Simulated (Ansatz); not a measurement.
ZnS (NiAs type, P6_3/mmc), plane-wave PAW PBE (Ansatz code), all energies at zero smearing, with the estimated change up to a 700 eV cutoff added, with one set of potentials and settings (totals compare only within such a set). Cell of 4 atoms (2 Zn, 2 S): -8444.114 eV.

```
element             reference phase  E (eV/atom)
-------  --------------------------  -----------
Zn        C2/m, 3 atoms in the cell   -3319.0295
S        Fddd, 32 atoms in the cell    -902.0599
```

Formation energy per atom, worked out: (-8444.114 − 2×(-3319.0295) − 2×(-902.0599))/4 = -0.484 eV/atom (-47 kJ per mol of atoms), at 0 K, without zero-point energy or fitted corrections.

The start of the workflow was typed in or built on a structure type; neither database checked (COD, Materials Project) lists it. It is not the phase usual at ambient conditions (space group No. 186, 216). Symmetry was held in the PBE relaxation; whether a distortion lowers the energy is not shown. The references are the lowest solids computed at this level, not always the standard phases.

Potentials: the later of the program's two PAW sets.
